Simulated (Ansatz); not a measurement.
CrAgSe₂ in space group R3m (No. 160; Cr on 3a, Ag on 3a, Se on 3a, Se on 3a), r²SCAN (plane waves, PAW; program Ansatz), all energies at zero smearing, with the estimated change up to a 700 eV cutoff added, with one set of potentials and settings (totals compare only within such a set). Cell of 4 atoms (1 Cr, 1 Ag, 2 Se): -21945.237 eV.

```csv
element,reference phase,E (eV/atom)
Cr,"Im-3m, 2 atoms in the cell, spin-polarised",-3382.7158
Ag,"R-3m, 3 atoms in the cell",-7603.9440
Se,"P3_121, 3 atoms in the cell",-5478.1269
```

Formation energy per atom, worked out: (-21945.237 − 1×(-3382.7158) − 1×(-7603.9440) − 2×(-5478.1269))/4 = -0.581 eV/atom (-56 kJ per mol of atoms), at 0 K, without zero-point energy or fitted corrections.

The workflow started from a Materials Project entry (that database holds measured and hypothetical structures alike); the Crystallography Open Database files this formula in space group No. 160, but the cells were not matched. Whether it is the stable phase at ambient conditions was not checked. Symmetry was held in the r²SCAN relaxation; its stability against distortions is not shown here. Spin order of the final state: ferromagnetic, the only order run, not a proven ground state. Other orbital occupations within this spin state were not tried. No Hubbard U is applied. The references are the lowest solids computed at this level, not always the standard phases.

Potentials: the later of the program's two PAW sets.
